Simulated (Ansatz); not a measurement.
Simulated powder pattern, Mo Kα, λ = 0.71073 Å (kinematic, ideal powder, no thermal factors, no anomalous dispersion; the 30 strongest lines at most, above 1 %, up to 2θ = 45°):

```tsv
2θ (°)	d (Å)	I/Imax (%)
11.91	3.426	95
13.76	2.967	100
19.50	2.098	81
22.91	1.789	58
23.95	1.713	31
27.72	1.484	15
30.26	1.361	26
31.07	1.327	43
34.12	1.211	32
36.26	1.142	20
39.60	1.049	10
41.50	1.003	19
42.12	0.989	21
44.51	0.938	14
```

The pattern belongs to a structure relaxed with the program Ansatz at the PBE+D3(BJ) level (PAW).

Pick the material that matches.
A) Rb, bcc (W type)
B) PbS, rock salt
C) In, body-centred tetragonal
D) Mg, hcp (Mg type)

B, PbS, rock salt

Give the lattice parameters.

a = 5.934 Å.

Space group Fm-3m (rock salt). Symmetry was held in the PBE+D3(BJ) relaxation. Spin–orbit coupling is left out wherever it is not named.

Potentials: the earlier of the program's two PAW sets.
